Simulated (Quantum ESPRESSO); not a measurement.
## AlGe2N3O (a curve over one atom's position)

A calculation, not a measurement. The program is pw.x of Quantum ESPRESSO 7.5 (plane-wave density functional theory). The cell is made up: 7 atoms on a wurtzite lattice with one site empty, with randomly drawn elements, strain and displacements, not relaxed. PseudoDojo standard norm-conserving files (v0.5 for PBE, v0.4.1 for LDA and PBEsol) set the functional; there is no spin polarisation, spin-orbit coupling or dispersion term, and the masses in the input are unused placeholders. A spin-polarised start on this cell or one of its family kept no moment.

Seven runs move atom 1 (Al, counted in the order of the input) along z and keep all else fixed.

Input of the run at -0.0025:

```
&control calculation='scf', pseudo_dir='./dojo.nc.sr.pbe.v0_5.standard.upf', outdir='./o', disk_io='medium', tprnfor=.true., tstress=.true. /
&system ibrav=0, nat=7, ntyp=4, nbnd=32, ecutwfc=84.00895049, nosym=.true., tot_charge=0,
 occupations='smearing', smearing='fd', degauss=0.0018374661
/
&electrons conv_thr=7.350e-09, electron_maxstep=60, /
ATOMIC_SPECIES
Al 1.0 Al.upf
Ge 1.0 Ge.upf
N 1.0 N.upf
O 1.0 O.upf
CELL_PARAMETERS angstrom
3.0796 -0.0207 -0.0386
-0.0358 5.3183 -0.0234
-0.063 -0.0221 4.896
ATOMIC_POSITIONS angstrom
Al 1.3195 2.6128 -0.021
Ge 1.592 0.8012 2.5651
Ge -0.1302 3.467 2.4594
N 0.1407 0.0553 1.8584
N 1.5777 2.7254 1.7051
O 1.3968 0.8248 4.3514
N 0.0363 3.5705 4.3304
K_POINTS automatic
6 4 4 1 1 1
```

| shift of atom 1 along z (Å) | free energy less that of the input shown (eV) | Fx on atom 1 (eV/Å) | Fy on atom 1 (eV/Å) | Fz on atom 1 (eV/Å) | pressure (GPa) | next band up at Gamma (eV) | iterations |
| --- | --- | --- | --- | --- | --- | --- | --- |
| -0.0780 | -0.0882 | 5.651 | -2.970 | -0.011 | 11.84 | 1.277 | 13 |
| -0.0594 | -0.0831 | 5.428 | -2.887 | -0.547 | 11.81 | 1.230 | 13 |
| -0.0025 | 0.0000 | 4.705 | -2.647 | -2.440 | 11.95 | 1.075 | 13 |
| +0.0103 | 0.0343 | 4.534 | -2.598 | -2.923 | 12.04 | 1.038 | 13 |
| +0.0674 | 0.2687 | 3.728 | -2.403 | -5.370 | 12.69 | 0.866 | 13 |
| +0.0822 | 0.3535 | 3.507 | -2.361 | -6.090 | 12.95 | 0.820 | 13 |
| +0.0993 | 0.4651 | 3.244 | -2.318 | -6.970 | 13.28 | 0.766 | 13 |

A cubic fit gives dFz/dz = -37.18 eV/Å² at zero shift. Across the table the free energy follows the integral of the force to within 0.1 meV. A rerun of one of the cells at 1437 eV and a 8 x 6 x 6 mesh moved values by no more than 0.002 eV in energy, 0.03 GPa in stress and 0.004 eV/Å in force. The band column is the level of band 27 at Gamma less that of band 26, whose number is half the electron count, rounded up; it comes from a band step after each run.